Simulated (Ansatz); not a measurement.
Mg₂Sn (antifluorite type, space group Fm-3m)

```
Mg2Sn
1.0
    0.00000     3.40801     3.40801
    3.40801     0.00000     3.40801
    3.40801     3.40801     0.00000
Sn Mg
1 2
Direct
  0.00000   0.00000   0.00000
  0.25000   0.25000   0.25000
  0.75000   0.75000   0.75000
```

The slice is a {111} plane (indices of the conventional cell) through the point (0.000, 0.000, 0.000) (fractional), spanned by u = [100] and v = [-1 2 0] in vectors of this cell: u (4.82 Å) and v (8.35 Å, at 90° to u). It covers one period; positions are fractions (u, v).

Calculation: PBE (plane waves to 420 eV, PAW, scalar-relativistic; Ansatz, an electronic-structure program). k mesh 12×12×12. These are valence fields of a PAW run, semicore shells included where kept as valence: close to a nucleus they are smooth pseudo fields. At this level the bands of Mg2Sn touch or barely overlap; measurements give the solid a gap. Mg2Sn was relaxed with its symmetry unable to fall. The PAW data are Ansatz's earlier set.

Q: Predict the map of the valence electron density on the slice.

A: 
| v \ u | 0.00 | 0.14 | 0.29 | 0.43 | 0.57 | 0.71 | 0.86 |
|---|---|---|---|---|---|---|---|
| 0.92 | 0.4 | -0.3 | -0.8 | -1.0 | -1.0 | -0.8 | -0.3 |
| 0.83 | -0.7 | -0.8 | -1.0 | -1.1 | -1.1 | -1.0 | -0.8 |
| 0.75 | -1.0 | -1.1 | -1.1 | -1.0 | -1.0 | -1.1 | -1.1 |
| 0.67 | -1.0 | -1.0 | -0.9 | -0.7 | -0.7 | -0.9 | -1.0 |
| 0.58 | -1.1 | -0.9 | -0.5 | 0.2 | 0.2 | -0.5 | -0.9 |
| 0.50 | -1.1 | -0.9 | -0.3 | 0.9 | 0.9 | -0.3 | -0.9 |
| 0.42 | -1.1 | -0.9 | -0.5 | 0.2 | 0.2 | -0.5 | -0.9 |
| 0.33 | -1.0 | -1.0 | -0.9 | -0.7 | -0.7 | -0.9 | -1.0 |
| 0.25 | -1.0 | -1.1 | -1.1 | -1.0 | -1.0 | -1.1 | -1.1 |
| 0.17 | -0.7 | -0.8 | -1.0 | -1.1 | -1.1 | -1.0 | -0.8 |
| 0.08 | 0.4 | -0.3 | -0.8 | -1.0 | -1.0 | -0.8 | -0.3 |
| 0.00 | 1.1 | 0.4 | -0.7 | -1.0 | -1.0 | -0.7 | 0.4 |

Values: log₁₀ of the valence density in e/Å³. The scale is logarithmic, as a density can span decades between atoms and voids.
